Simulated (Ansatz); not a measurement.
# Na6W2SCl2O7 — electric field gradients

The cell is a measured structure from the Crystallography Open Database (COD), relaxed with PBE at fixed cell and then changed (atom 13 (O) replaced by S, ions relaxed).

```cif
data_Na6W2SCl2O7
_symmetry_space_group_name_H-M 'Pm'
_symmetry_Int_Tables_number 6
_cell_length_a 5.3600
_cell_length_b 7.5181
_cell_length_c 7.5181
_cell_angle_alpha 90.000
_cell_angle_beta 90.000
_cell_angle_gamma 90.000
loop_
_atom_site_label
_atom_site_type_symbol
_atom_site_symmetry_multiplicity
_atom_site_Wyckoff_symbol
_atom_site_fract_x
_atom_site_fract_y
_atom_site_fract_z
Na1 Na 1 a 0.3746 0.0000 0.5117
Na2 Na 1 b 0.6380 0.5000 0.9912
Na3 Na 2 c 0.0195 0.7469 0.7559
Na4 Na 2 c 0.9599 0.7294 0.2645
W7 W 1 a 0.5343 0.0000 0.9725
W8 W 1 b 0.4903 0.5000 0.5035
Cl9 Cl 1 a 0.8482 0.0000 0.5190
Cl10 Cl 1 b 0.1571 0.5000 0.0085
O11 O 1 a 0.3256 0.0000 0.7900
O12 O 2 c 0.2894 0.6896 0.5105
S S 1 a 0.2629 0.0000 0.1897
O15 O 1 b 0.6764 0.5000 0.3044
O16 O 2 c 0.7250 0.8056 0.9810
O17 O 1 b 0.7049 0.5000 0.6858
```

One atom of each set is listed; the run and its k-mesh use a cell of 18 atoms with edges of 7.52, 7.52, 5.36 Å.

Level of theory: DFT, PBE, plane waves and PAW, scalar-relativistic, 420 eV cutoff, Γ-centred 3×3×4 k-points, Fermi–Dirac smearing 0.02 eV (Ansatz 0.2.0).

Conventions: |V_zz| ≥ |V_yy| ≥ |V_xx|, η = (V_xx − V_yy)/V_zz, C_Q = eQV_zz/h.

Na-23: I = 3/2, Q = 104.0 mb; ³⁷Cl: I = 3/2, Q = -63.93 mb; ¹⁷O: I = 5/2, Q = -25.58 mb; S-33: I = 3/2, Q = -69.40 mb. Q values from Pyykkö, Mol. Phys. 116, 1328 (2018).

(1) Give the quadrupolar parameters of the distinct sites.

Answers

(1) 

```tsv
site	atoms	first shell	V_zz (10²¹ V/m²)	η	C_Q (MHz)
Na1	1	3 O at 2.11–2.38 Å, 1 S at 2.49 Å, 2 Cl at 2.54–2.82 Å	-1.40	0.18	-3.53
Na2	1	4 O at 2.32–2.36 Å, 2 Cl at 2.58–2.79 Å	0.49	0.38	1.22
Na3	2	4 O at 2.36–2.56 Å, 2 Cl at 2.76 Å	-0.97	0.35	-2.45
Na4	2	3 O at 2.32–2.57 Å, 1 S at 2.66 Å, 2 Cl at 2.79–2.86 Å; also 1 Na at 3.19 Å	-1.03	0.62	-2.59
W7	1	3 O at 1.77–1.78 Å, 1 S at 2.19 Å	24.2	0.37	–
W8	1	4 O at 1.79–1.80 Å	-10.83	0.08	–
Cl9	1	6 Na at 2.54–2.86 Å	-2.47	0.31	3.81
Cl10	1	6 Na at 2.58–2.79 Å	2.29	0.20	-3.54
O11	1	1 W at 1.77 Å, 1 Na at 2.11 Å, angle 134°; also 2 Na at 2.53 Å	1.92	0.20	-1.19
O12	2	1 W at 1.79 Å; also 3 Na at 2.38–2.57 Å	1.25	0.84	-0.772
S	1	1 W at 2.19 Å, 3 Na at 2.49–2.66 Å	5.30	0.42	-8.90
O15	1	1 W at 1.80 Å, 3 Na at 2.32–2.36 Å	1.56	0.75	-0.965
O16	2	1 W at 1.78 Å; also 3 Na at 2.35–2.54 Å	-1.85	0.73	1.14
O17	1	1 W at 1.79 Å, 1 Na at 2.32 Å; also 2 Na at 2.56 Å	1.40	0.43	-0.864
```

At Na1 and Na4 V_zz points along its shortest bond, to O (within 8°) in each case. At Cl9 V_zz points along its shortest bond, to Na (within 8°). At O15 V_zz points along its shortest bond, to W (within 9°).

W has no stable isotope with a ground-state quadrupole moment in the table, so no C_Q is given.

At this cell the principal stresses reach 6 GPa in size with PBE, which can matter for small gradients. Without spin–orbit coupling the gradients at and beside W can be off by some per cent, at some sites by more.

The relaxation (9 steps) took 2.6 min of wall time (5.1 min of CPU time) and 0.86 GiB at its peak, on 2 threads of Arm Neoverse V2 (aarch64; 32 cores open to the job, memory cap 5.0 GiB, no GPU), a shared host with a load of 0.6 a core.
